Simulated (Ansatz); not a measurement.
# LuHg, a database entry at a rescaled volume

```yaml
crystal:
  lattice:
    - [3.63802, 0.00000, 0.00000]
    - [0.00000, 3.63802, 0.00000]
    - [0.00000, 0.00000, 3.63802]
  atoms:
    - { symbol: Hg, position: [0.00000, 0.00000, 0.00000] }
    - { symbol: Lu, position: [0.50000, 0.50000, 0.50000] }
```

Method: r2SCAN, with U_eff = 7.73 eV on Hg d (all-electron-ortho-atomic projectors), no spin polarisation; PAW, plane waves to 500 eV, 9×9×9 Γ-centred mesh, gaussian occupations (width 0.2638 eV) (Ansatz 0.2.0), atoms fixed.

Task: What do density and ELF say about some of the short contacts?

Result: Hg–Lu at 3.15 Å: least valence density 0.16 e/Å³ and ELF 0.13 there. Hg–Hg at 3.64 Å: least valence density 0.13 e/Å³ and ELF 0.29 there. Lu–Lu at 3.64 Å: least valence density 0.09 e/Å³ and ELF 0.15 there. These are pseudo-fields; inside the PAW spheres they differ from the all-electron ones.

Task: What does the stress say?

Result: The pressure is 1.5 GPa (compression positive), so with the atoms held at these fractions the cell would first expand.

Task: What happens at the Fermi level?

Result: It is a metal, with about 1.2 states/eV a cell as the mean within 0.25 eV of the Fermi level, mostly Lu d (77 %).

Task: Give the Bader charges.

Result: Bader charges in e: Lu +1.59, Hg -1.59. In the mean Lu gives up most and Hg takes most.

Origin: a database entry at a rescaled volume. Caveats: a Hubbard term without moments, so a magnetic state may lie lower; wide smearing.
